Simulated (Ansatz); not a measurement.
Data:

CdSe:
```
CELL_PARAMETERS angstrom
      0.00000     3.06665     3.06665
      3.06665     0.00000     3.06665
      3.06665     3.06665     0.00000
ATOMIC_POSITIONS crystal
  Se 0.75000 0.75000 0.75000
  Cd 0.00000 0.00000 0.00000
```

This is the r²SCAN-relaxed structure.

Question: All from plane-wave PAW r²SCAN (Ansatz code), unless another level is named. Predict the hole effective mass, band 2 of 3 at the edge.

Answer: 0.70 along [100], 0.70 along [110], 1.5 along [111] (mₑ).

Question: What about the electron effective mass with spin–orbit coupling?

Answer: 0.091 mₑ (isotropic).

Question: Give the electron effective mass.

Answer: 0.093 mₑ (isotropic).

Question: And the gap with spin–orbit coupling?

Answer: 0.92 eV.

Question: And the formation energy from the elements (no fitted shifts)?

Answer: -0.76 eV/atom.

Question: Predict the weight of the valence-edge state by species (Voronoi cells).

Answer: Se 82 %, Cd 18 %.

Space group F-43m (zinc blende). The r²SCAN relaxation kept the symmetry of its start. The references are the lowest solids computed at this level, not always the standard phases. Spin–orbit coupling is left out wherever it is not named.

Potentials: the later of the program's two PAW sets.
